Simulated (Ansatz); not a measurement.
SrVHO₂:
```cif
data_HO2SrV
_chemical_formula_sum 'Sr1 V1 O2 H1'
_space_group_name_H-M_alt 'P4/mmm'
_space_group_IT_number 123
_space_group_name_Hall '-P 4 2'
_cell_length_a 3.84582
_cell_length_b 3.84582
_cell_length_c 3.63164
_cell_angle_alpha 90.000
_cell_angle_beta 90.000
_cell_angle_gamma 90.000
loop_
_atom_site_label
_atom_site_type_symbol
_atom_site_symmetry_multiplicity
_atom_site_Wyckoff_symbol
_atom_site_fract_x
_atom_site_fract_y
_atom_site_fract_z
_atom_site_occupancy
Sr1 Sr 1 d 0.50000 0.50000 0.50000 1
V1 V 1 a 0.00000 0.00000 0.00000 1
O1 O 2 f 0.00000 0.50000 0.00000 1
H1 H 1 b 0.00000 0.00000 0.50000 1
```

Relaxed at zero pressure with PBEsol (plane waves, PAW; program Ansatz).

**Question.** The volume is lowered by 6 % and shape and atoms relax at that volume. What pressure results, and how do the axes share the change?

**Answer.** 10.4 GPa; a -1.5 %, b -1.5 %, c -3.2 %; the energy rises by 20 meV/atom.

**Question.** Give the new structure.

**Answer.** 
Space group P4/mmm (No. 123); a = b = 3.7893 Å, c = 3.5163 Å, α = β = γ = 90.00°

```json
[
 {"atom": "Sr", "site": "1d", "symmetry": "4/mmm", "x": "0.5000", "y": "0.5000", "z": "0.5000"},
 {"atom": "V", "site": "1a", "symmetry": "4/mmm", "x": "0.0000", "y": "0.0000", "z": "0.0000"},
 {"atom": "O", "site": "2f", "symmetry": "mmm.", "x": "0.0000", "y": "0.5000", "z": "0.0000"},
 {"atom": "H", "site": "1b", "symmetry": "4/mmm", "x": "0.0000", "y": "0.0000", "z": "0.5000"}
]
```

The phase is kept; no other phase was compared at this pressure.

The start of the workflow was typed in or built on a structure type; neither database checked (COD, Materials Project) lists it. Whether it is the stable phase at ambient conditions was not checked. The cell was relaxed with PBEsol under the symmetry of its start; whether a distortion lowers the energy is not shown. The workflow began spin-polarised and lost its moments. No Hubbard U is applied.

Potentials: the earlier of the program's two PAW sets. The files were generated under PBE; for other functionals the program regenerates the frozen cores, and for LDA and PBEsol the local potential too.
